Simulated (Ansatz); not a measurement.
AlAs:
```
AlAs
1.0
    0.00000     2.83731     2.83731
    2.83731     0.00000     2.83731
    2.83731     2.83731     0.00000
Al As
1 1
Direct
  0.00000   0.00000   0.00000
  0.25000   0.25000   0.25000
```

Tensor components refer to the Cartesian frame of this cell.

**Question.** Give the proper piezoelectric stress tensor with relaxed ions from plane-wave PAW PBEsol (Ansatz code).

**Answer.** In C/m², rows x, y, z, Voigt columns; mesh uncertainty up to 0.01.
```
 0.00   0.00   0.00  -0.05   0.00   0.00
 0.00   0.00   0.00   0.00  -0.05   0.00
 0.00   0.00   0.00   0.00   0.00  -0.05
```

The elastic tensor of the same run (GPa):

```tsv
	1	2	3	4	5	6
1	108	54.4	54.4	0.0	0.0	0.0
2	54.4	108	54.4	0.0	0.0	0.0
3	54.4	54.4	108	0.0	0.0	0.0
4	0.0	0.0	0.0	51.5	0.0	0.0
5	0.0	0.0	0.0	0.0	51.5	0.0
6	0.0	0.0	0.0	0.0	0.0	51.5
```

**Question.** Convert to strain constants d = e·S.

**Answer.** In pC/N:
```
 0.0   0.0   0.0  -1.1   0.0   0.0
 0.0   0.0   0.0   0.0  -1.1   0.0
 0.0   0.0   0.0   0.0   0.0  -1.1
```

Space group F-43m (zinc blende). The PBEsol relaxation kept the symmetry of its start. Signs of piezoelectric constants follow the polarity of the cell as given.

Potentials: the earlier of the program's two PAW sets. The files were generated under PBE; for other functionals the program regenerates the frozen cores, and for LDA and PBEsol the local potential too.
